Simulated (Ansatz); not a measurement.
Given:

HfC:
```yaml
crystal:
  lattice:
    - [4.55012, 0.00000, 0.00000]
    - [0.00000, 4.55012, 0.00000]
    - [0.00000, 0.00000, 4.55012]
  atoms:
    - { symbol: Hf, position: [0.00000, 0.50000, 0.50000] }
    - { symbol: Hf, position: [0.50000, 0.00000, 0.50000] }
    - { symbol: Hf, position: [0.50000, 0.50000, 0.00000] }
    - { symbol: C, position: [0.50000, 0.00000, 0.00000] }
    - { symbol: C, position: [0.00000, 0.50000, 0.00000] }
    - { symbol: C, position: [0.00000, 0.00000, 0.50000] }
```

This is the r²SCAN-relaxed structure.

Question: All from plane-wave PAW r²SCAN (Ansatz code), unless another level is named. Estimate the electronic character.

Answer: metallic (no gap).

Question: Next, the formation energy from the elements (no fitted shifts)?

Answer: 0.48 eV/atom.

Question: Next, the density of states at the Fermi level?

Answer: 0.93 states/eV per atom (mean over ±0.08 eV).

Question: Predict the gap with spin–orbit coupling.

Answer: none (metallic).

Space group Pm-3m. The start of the workflow was typed in or built on a structure type; neither database checked (COD, Materials Project) lists it. It is not the phase usual at ambient conditions (space group No. 225). The r²SCAN relaxation kept the symmetry of its start; its stability against distortions is not shown here. The run is not spin-polarised. Its formation energy is positive at this level, so the cell may be metastable or incomplete. The references are the lowest solids computed at this level, not always the standard phases. Spin–orbit coupling is left out wherever it is not named.

Potentials: the earlier of the program's two PAW sets.
